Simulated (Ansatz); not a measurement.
Input, command and steps of an Ansatz relaxation.

```yaml
crystal:
  lattice:
    - [3.2103103542, 0.0, 0.0]
    - [0.0, 3.2103103542, 0.0]
    - [0.0, 0.0, 8.1154343491]
  atoms:
    - { symbol: Ga, position: [0.5, 0.0, 0.9136582377] }
    - { symbol: Ga, position: [0.0, 0.5, 0.0863417623] }
    - { symbol: Si, position: [0.0, 0.5, 0.4155231367] }
    - { symbol: Si, position: [0.5, 0.0, 0.5844768633] }
    - { symbol: Re, position: [0.0, 0.5, 0.7287746583] }
    - { symbol: Re, position: [0.5, 0.0, 0.2712253417] }
basis:
  ecutwfc: 420
kpoints:
  mp_grid: { grid: [12, 12, 6] }
hamiltonian:
  xc: pbe
  dispersion: d3bj
scf:
  occupations: { method: gaussian, width: 0.01 }
output:
  forces: true
  stress: true
  eigenvalues: true
relax:
  adjacent_minimum: "off"
  f_tol: 0.005
  max_steps: 50
  cell: { stress_tol: 0.05 }
```

```bash
ansatz run input.yaml --threads 1 --pin off --max-ram 2560MiB --backend cpu --events-out ev --progress --plain --runs-dir out
```

All numbers below come from DFT PBE+D3(BJ), scalar-relativistic, plane waves, PAW in Ansatz.

Of 6 frames 6 are shown, positions in Å and forces in eV/Å; the SCF threshold varies from step to step. Steps run on the plane waves of an earlier cell, with a Pulay correction in the pressure. The basis is chosen afresh for the last frame, the zero of the energies, and at times for earlier ones too; energy and pressure step there, also at an unchanged geometry.

```xyz
6
Lattice="3.2103 0.0000 0.0000 0.0000 3.2103 0.0000 0.0000 0.0000 8.1154" Properties=species:S:1:pos:R:3:forces:R:3 pbc="T T T" step=1 free_energy_over_end_meV_per_atom=8.02 pressure_GPa=-6.09
Ga    1.6052    0.0000    7.4147    0.0000    0.0000   -0.0138
Ga    0.0000    1.6052    0.7007    0.0000    0.0000    0.0138
Si    0.0000    1.6052    3.3722    0.0000    0.0000    0.0038
Si    1.6052    0.0000    4.7433    0.0000    0.0000   -0.0038
Re    0.0000    1.6052    5.9143    0.0000    0.0000   -0.0133
Re    1.6052    0.0000    2.2011    0.0000    0.0000    0.0133
6
Lattice="3.1587 0.0000 0.0000 0.0000 3.1587 0.0000 0.0000 0.0000 8.0054" Properties=species:S:1:pos:R:3:forces:R:3 pbc="T T T" step=2 free_energy_over_end_meV_per_atom=2.55 pressure_GPa=3.54
Ga    1.5794    0.0000    7.3181    0.0000    0.0000    0.1232
Ga    0.0000    1.5794    0.6873    0.0000    0.0000   -0.1232
Si    0.0000    1.5794    3.3267    0.0000    0.0000    0.0352
Si    1.5794    0.0000    4.6788    0.0000    0.0000   -0.0352
Re    0.0000    1.5794    5.8546    0.0000    0.0000   -0.2170
Re    1.5794    0.0000    2.1509    0.0000    0.0000    0.2170
6
Lattice="3.1799 0.0000 0.0000 0.0000 3.1799 0.0000 0.0000 0.0000 8.0355" Properties=species:S:1:pos:R:3:forces:R:3 pbc="T T T" step=3 free_energy_over_end_meV_per_atom=-0.20 pressure_GPa=-0.16
Ga    1.5899    0.0000    7.3468    0.0000    0.0000    0.0217
Ga    0.0000    1.5899    0.6888    0.0000    0.0000   -0.0217
Si    0.0000    1.5899    3.3393    0.0000    0.0000    0.0302
Si    1.5899    0.0000    4.6962    0.0000    0.0000   -0.0302
Re    0.0000    1.5899    5.8636    0.0000    0.0000    0.0246
Re    1.5899    0.0000    2.1719    0.0000    0.0000   -0.0246
6
Lattice="3.1784 0.0000 0.0000 0.0000 3.1784 0.0000 0.0000 0.0000 8.0364" Properties=species:S:1:pos:R:3:forces:R:3 pbc="T T T" step=4 free_energy_over_end_meV_per_atom=-0.23 pressure_GPa=-0.04
Ga    1.5892    0.0000    7.3488    0.0000    0.0000    0.0010
Ga    0.0000    1.5892    0.6876    0.0000    0.0000   -0.0010
Si    0.0000    1.5892    3.3407    0.0000    0.0000    0.0008
Si    1.5892    0.0000    4.6956    0.0000    0.0000   -0.0008
Re    0.0000    1.5892    5.8655    0.0000    0.0000   -0.0039
Re    1.5892    0.0000    2.1709    0.0000    0.0000    0.0039
6
Lattice="3.1786 0.0000 0.0000 0.0000 3.1786 0.0000 0.0000 0.0000 8.0337" Properties=species:S:1:pos:R:3:forces:R:3 pbc="T T T" step=5 free_energy_over_end_meV_per_atom=-0.24 pressure_GPa=0.01
Ga    1.5893    0.0000    7.3465    0.0000    0.0000    0.0013
Ga    0.0000    1.5893    0.6871    0.0000    0.0000   -0.0013
Si    0.0000    1.5893    3.3396    0.0000    0.0000    0.0015
Si    1.5893    0.0000    4.6941    0.0000    0.0000   -0.0015
Re    0.0000    1.5893    5.8636    0.0000    0.0000   -0.0007
Re    1.5893    0.0000    2.1700    0.0000    0.0000    0.0007
6
Lattice="3.1786 0.0000 0.0000 0.0000 3.1786 0.0000 0.0000 0.0000 8.0337" Properties=species:S:1:pos:R:3:forces:R:3 pbc="T T T" step=6 free_energy_over_end_meV_per_atom=0.00 pressure_GPa=0.00
Ga    1.5893    0.0000    7.3465    0.0000    0.0000    0.0015
Ga    0.0000    1.5893    0.6871    0.0000    0.0000   -0.0015
Si    0.0000    1.5893    3.3396    0.0000    0.0000    0.0016
Si    1.5893    0.0000    4.6941    0.0000    0.0000   -0.0016
Re    0.0000    1.5893    5.8636    0.0000    0.0000   -0.0008
Re    1.5893    0.0000    2.1700    0.0000    0.0000    0.0008
```

Time: 89 s on 1 thread of Intel(R) Xeon(R) Platinum 8488C (Sapphire Rapids), on a shared host, peak memory 0.63 GiB.

Spin–orbit coupling is left out, which can shift energies with elements as heavy as these.